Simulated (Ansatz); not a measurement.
SnTeO₃:
```cif
data_O18Sn6Te6
_chemical_formula_sum 'Sn6 Te6 O18'
_space_group_name_H-M_alt 'R3c :H'
_space_group_IT_number 161
_space_group_name_Hall 'R 3 -2"c'
_cell_length_a 6.49004
_cell_length_b 6.49004
_cell_length_c 13.64693
_cell_angle_alpha 90.000
_cell_angle_beta 90.000
_cell_angle_gamma 120.000
loop_
_atom_site_label
_atom_site_type_symbol
_atom_site_symmetry_multiplicity
_atom_site_Wyckoff_symbol
_atom_site_fract_x
_atom_site_fract_y
_atom_site_fract_z
_atom_site_occupancy
Sn1 Sn 6 a 0.00000 0.00000 0.03073 1
Te1 Te 6 a 0.00000 0.00000 0.31092 1
O1 O 18 b 0.42956 0.09986 0.22848 1
```
(The calculation used a cell of 10 atoms; values per cell refer to that cell.)

Relaxed with r²SCAN. r²SCAN (plane waves, PAW; program Ansatz) gives a gap of 2.69 eV.

**Question.** What gap does HSE06 give on the same cell (Ansatz, PAW)?

**Answer.** 3.39 eV, 0.71 eV more. The hybrid was solved on a coarser mesh and at special points; its gap is the smallest among all of these.

```
k   v1 r²SCAN  c1 r²SCAN  v1 HSE06  c1 HSE06
--  ---------  ---------  --------  --------
Γ        0.00       3.05         ?         ?
T       -0.22       3.72         ?         ?
L       -0.45       3.20         ?         ?
F       -0.11       2.72     -0.02      3.42
S0      -0.20       2.69     -0.11      3.40
H0      -0.31       3.03         ?         ?
```

**Question.** Top valence (v1) and lowest conduction level (c1) in eV from each method's valence maximum (which need not be a listed point): supply the withheld HSE06 values.

**Answer.** 
- T, v1 HSE06: -0.23
- T, c1 HSE06: 4.50
- L, v1 HSE06: -0.43
- L, c1 HSE06: 3.95
- H0, v1 HSE06: -0.26
- H0, c1 HSE06: 3.75
- Γ, v1 HSE06: 0.00
- Γ, c1 HSE06: 3.80

Cost on shared cores: the r²SCAN run (SCF on a 6×6×6 mesh, then bands and DOS) very roughly 4 core-minutes, the HSE06 run (SCF on 3×3×3, then a few points) very roughly 3 core-minutes; the tasks are unlike.

The start of the workflow was typed in or built on a structure type; neither database checked (COD, Materials Project) lists it. Whether it is the stable phase at ambient conditions was not checked. The r²SCAN relaxation kept the symmetry of its start; its stability against distortions is not shown here. The volume moved by 26 % from the start of the relaxation. Scalar-relativistic: spin–orbit coupling is off unless named, which matters more the heavier the elements.

Potentials: the later of the program's two PAW sets.
